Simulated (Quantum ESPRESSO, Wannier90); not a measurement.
Wannierisation of Ir (fcc (Cu type))

Structure: Materials Project mp-101, symmetrised, not relaxed again. This is the element's usual structure. Level: PBEsol, no spin polarisation, no spin-orbit coupling; pw.x of Quantum ESPRESSO at 55 Ry with PseudoDojo potentials, 12×12×12 k-points, Wannier90. Density: 18×18×18 mesh, cold smearing 0.01 Ry. Spin-orbit coupling is left out although heavy elements are present.

On the energy scale of pw.x, whose zero is arbitrary, the Fermi level lies at 25.41 eV.

Input w.win:

```
num_bands = 1
num_wann = 1
exclude_bands = 2-21
num_iter = 800
conv_tol = 1.0e-6
conv_window = 4
write_hr = true
write_u_matrices = true
auto_projections = true
begin unit_cell_cart
ang
    0.0000000000    1.9269650000    1.9269650000
    1.9269650000    0.0000000000    1.9269650000
    1.9269650000    1.9269650000    0.0000000000
end unit_cell_cart
begin atoms_frac
Ir   0.0000000000  0.0000000000  0.0000000000
end atoms_frac
mp_grid = 12 12 12
begin kpoints
0.0000000000 0.0000000000 0.0000000000
0.0000000000 0.0000000000 0.0833333333
0.0000000000 0.0000000000 0.1666666667
... (1725 more lines: the 12x12x12 mesh through Gamma)
end kpoints
```

Input of pw2wannier90.x that gives the overlap and projection files (equivalent; here they were cut from one run over all bands):

```
&inputpp
  outdir = './out'
  prefix = 'pwscf'
  seedname = 'w'
  write_amn = .true.
  write_mmn = .true.
  atom_proj = .true.
  atom_proj_exclude = 2 3 4 5 6 7 8 9 10
/
```

Output w.wout (banner and timings cut):

```
                                    ------
                                    SYSTEM
                                    ------

                              Lattice Vectors (Ang)
                    a_1     0.000000   1.926965   1.926965
                    a_2     1.926965   0.000000   1.926965
                    a_3     1.926965   1.926965   0.000000

                   Unit Cell Volume:      14.31039  (Ang^3)

                        Reciprocal-Space Vectors (Ang^-1)
                    b_1    -1.630332   1.630332   1.630332
                    b_2     1.630332  -1.630332   1.630332
                    b_3     1.630332   1.630332  -1.630332

 *----------------------------------------------------------------------------*
 |   Site       Fractional Coordinate          Cartesian Coordinate (Ang)     |
 +----------------------------------------------------------------------------+
 | ir   1   0.00000   0.00000   0.00000   |    0.00000   0.00000   0.00000    |
 *----------------------------------------------------------------------------*
                                ------------
                                K-POINT GRID
                                ------------

             Grid size = 12 x 12 x 12      Total points = 1728

 *---------------------------------- MAIN ------------------------------------*
 |  Number of Wannier Functions               :                 1             |
 |  Number of Objective Wannier Functions     :                 1             |
 |  Number of input Bloch states              :                 1             |
 |  Output verbosity (1=low, 5=high)          :                 1             |
 |  Timing Level (1=low, 5=high)              :                 1             |
 |  Optimisation (0=memory, 3=speed)          :                 3             |
 |  Length Unit                               :               Ang             |
 |  Post-processing setup (write *.nnkp)      :                 F             |
 |  Using Gamma-only branch of algorithms     :                 F             |
 *----------------------------------------------------------------------------*
 *------------------------------- WANNIERISE ---------------------------------*
 |  Total number of iterations                :               800             |
 |  Number of CG steps before reset           :                 5             |
 |  Trial step length for line search         :             2.000             |
 |  Convergence tolerence                     :         0.100E-05             |
 |  Convergence window                        :                 4             |
 |  Iterations between writing output         :                 1             |
 |  Iterations between backing up to disk     :               100             |
 |  Write r^2_nm to file                      :                 F             |
 |  Write xyz WF centres to file              :                 F             |
 |  Write on-site energies <0n|H|0n> to file  :                 F             |
 |  Use guiding centre to control phases      :                 F             |
 |  Use phases for initial projections        :                 F             |
 *----------------------------------------------------------------------------*
 *-------------------------------- PLOTTING ----------------------------------*
 |  Plotting Hamiltonian in WF basis          :                 T             |
 *----------------------------------------------------------------------------*

       ... (k-mesh section left out)

 Starting a new Wannier90 calculation ...

 Reading overlaps from w.mmn

 Reading projections from w.amn

 *------------------------------- WANNIERISE ---------------------------------*
 +--------------------------------------------------------------------+<-- CONV
 | Iter  Delta Spread     RMS Gradient      Spread (Ang^2)            |<-- CONV
 +--------------------------------------------------------------------+<-- CONV

 ------------------------------------------------------------------------------
 Initial State
  WF centre and spread    1  (  0.000000,  0.000000, -0.000000 )     0.28877646
  Sum of centres and spreads (  0.000000,  0.000000, -0.000000 )     0.28877646

      0     0.289E+00     0.0000000000        0.2887764632  <-- CONV
        O_D=      0.0000000 O_OD=      0.0000000 O_TOT=      0.2887765 <-- SPRD
 ------------------------------------------------------------------------------
      1     0.000E+00     0.0000000000        0.2887764632  <-- CONV
        O_D=      0.0000000 O_OD=      0.0000000 O_TOT=      0.2887765 <-- SPRD
      2     0.000E+00     0.0000000000        0.2887764632  <-- CONV
        O_D=      0.0000000 O_OD=      0.0000000 O_TOT=      0.2887765 <-- SPRD
      3     0.000E+00     0.0000000000        0.2887764632  <-- CONV
        O_D=      0.0000000 O_OD=      0.0000000 O_TOT=      0.2887765 <-- SPRD
      4     0.000E+00     0.0000000000        0.2887764632  <-- CONV
        O_D=      0.0000000 O_OD=      0.0000000 O_TOT=      0.2887765 <-- SPRD
             <<<     Delta < 1.000E-06  over  4 iterations     >>>
             <<< Wannierisation convergence criteria satisfied >>>
 Final State
  WF centre and spread    1  (  0.000000,  0.000000, -0.000000 )     0.28877646
  Sum of centres and spreads (  0.000000,  0.000000, -0.000000 )     0.28877646

         Spreads (Ang^2)       Omega I      =     0.288776463
        ================       Omega D      =     0.000000000
                               Omega OD     =     0.000000000
    Final Spread (Ang^2)       Omega Total  =     0.288776463
```
